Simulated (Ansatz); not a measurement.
Wires are cut from relaxed bulk Mo (Im-3m, 15.32 Å³/atom, gap on the mesh 0.00 eV); atoms and period are relaxed, and energies count from that bulk.

Theory: DFT PBEsol, scalar-relativistic, plane waves, PAW (Ansatz 0.2.0).

Cutoff 420 eV, Gaussian smearing of 0.05 eV, energies at zero smearing, symmetry of each start kept, no spin polarisation.

```
                             start atoms k mesh excess energy (eV per host atom) line energy (eV/Å) period (Å) gap on the mesh (eV) highest filled level or Fermi level under vacuum (eV)
[001] wire, 17 host atoms a period     17  1×1×17                             1.319               7.300       3.071                     0                                                   3.85
[001] wire, 19 host atoms a period     19  1×1×17                             1.229               7.596       3.075                     0                                                   4.05
```

Each run keeps its start's symmetry and one magnetic start, so lower states can exist.

Cost: 2 runs of about 2.1 core-hours in all, on Arm Neoverse V1 (shared hosts).